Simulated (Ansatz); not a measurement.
Phonons of Ti (hcp, Mg type) at Γ, M = (0.5, 0.0, 0.0), A = (0.0, 0.0, 0.5), L = (0.5, 0.0, 0.5).

Ti (hcp, Mg type)

```
Ti
1.0
    2.93885     0.00000     0.00000
   -1.46943     2.54512     0.00000
    0.00000     0.00000     4.64996
Ti
2
Direct
  0.33333   0.66667   0.75000
  0.66667   0.33333   0.25000
```

Level of theory: PBE (plane waves to 420 eV, PAW, scalar-relativistic; Ansatz, a quantum-chemistry and plane-wave program). DFPT wavenumbers on a 18×18×10 k mesh, in cm⁻¹ and rounded to 5; i marks imaginary ones, q is in fractions of the reciprocal vectors of the cell shown, and the three acoustic modes at Γ are left out. The PAW data are Ansatz's earlier set. Ti is run without spin polarisation. Ti was relaxed with its symmetry unable to fall.

| q | wavenumbers (cm⁻¹) |
|---|---|
| Γ | 130 (×2), 180 |
| M = (0.5, 0.0, 0.0) | 105, 115, 210, 225, 240, 250 |
| A = (0.0, 0.0, 0.5) | 90 (×4), 190 (×2) |
| L = (0.5, 0.0, 0.5) | 175 (×2), 180 (×2), 270 (×2) |

The structure shows no imaginary mode at these points (lowest 90 cm⁻¹ at A = (0.0, 0.0, 0.5)); other wave vectors were not tested.

Highest mode: 270 cm⁻¹ at L = (0.5, 0.0, 0.5).
